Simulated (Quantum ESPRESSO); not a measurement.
## ZnGa3P3S (a curve over strain)

Simulated, not a measurement. The program is pw.x of Quantum ESPRESSO 7.5 (plane-wave density functional theory). The cell is made up: 8 atoms on a zincblende/diamond lattice, with randomly drawn elements, strain and displacements, not relaxed. PseudoDojo standard norm-conserving files (v0.5 for PBE, v0.4.1 for LDA and PBEsol) set the functional; there is no spin polarisation, spin-orbit coupling or dispersion term, and the masses in the input are unused placeholders.

Seven runs add a strain to one cell (shear xy, as the tensor component); the atoms follow the cell and are not relaxed. Stress in the table is positive in tension.

Input of the run at -0.0024:

```
&control calculation='scf', pseudo_dir='./dojo.nc.sr.pbe.v0_5.standard.upf', outdir='./o', disk_io='medium', tprnfor=.true., tstress=.true. /
&system ibrav=0, nat=8, ntyp=4, nbnd=46, ecutwfc=84.00895049, nosym=.true., tot_charge=0,
 occupations='smearing', smearing='fd', degauss=0.0018374661
/
&electrons conv_thr=7.350e-09, electron_maxstep=60, /
ATOMIC_SPECIES
Ga 1.0 Ga.upf
P 1.0 P.upf
S 1.0 S.upf
Zn 1.0 Zn.upf
CELL_PARAMETERS angstrom
5.6515 -0.0136 0.0
-0.0136 5.6515 0.0
0.0 0.0 5.6515
ATOMIC_POSITIONS angstrom
Zn 0.0055 0.0394 0.0148
Ga -0.0057 2.7748 2.8691
Ga 2.833 -0.0028 2.8526
Ga 2.8105 2.8609 -0.0072
P 1.4299 1.4093 1.3645
S 1.3752 4.2259 4.2181
P 4.2506 1.4244 4.2346
P 4.235 4.2606 1.4037
K_POINTS automatic
4 4 4 1 1 1
```

| added strain | free energy less that of the input shown (eV) | stress xx (GPa) | stress yy (GPa) | stress zz (GPa) | stress xy (GPa) | pressure (GPa) | next band up at Gamma (eV) | iterations |
| --- | --- | --- | --- | --- | --- | --- | --- | --- |
| -0.0241 | 0.1066 | 4.37 | 4.31 | 4.61 | -3.47 | -4.43 | 0.481 | 10 |
| -0.0183 | 0.0668 | 4.52 | 4.46 | 4.72 | -2.81 | -4.56 | 0.500 | 10 |
| -0.0048 | 0.0061 | 4.75 | 4.69 | 4.90 | -1.29 | -4.78 | 0.473 | 10 |
| -0.0024 | 0.0000 | 4.78 | 4.72 | 4.93 | -1.02 | -4.81 | 0.465 | 10 |
| +0.0136 | -0.0054 | 4.83 | 4.76 | 5.03 | 0.78 | -4.87 | 0.412 | 10 |
| +0.0217 | 0.0155 | 4.77 | 4.71 | 5.04 | 1.68 | -4.84 | 0.385 | 10 |
| +0.0245 | 0.0265 | 4.74 | 4.67 | 5.03 | 2.00 | -4.81 | 0.375 | 10 |

A cubic fit gives a slope of stress xy against the added strain of 112 GPa at zero added strain, with the atoms clamped. Across the table the free energy follows the integral of the stress to within 0.1 meV. A rerun of one of the cells at 1437 eV and a 6 x 6 x 6 mesh moved values by no more than 0.008 eV in energy, 0.02 GPa in stress and 0.003 eV/Å in force. The band column is the level of band 41 at Gamma less that of band 40, whose number is half the electron count, rounded up; it comes from a band step after each run.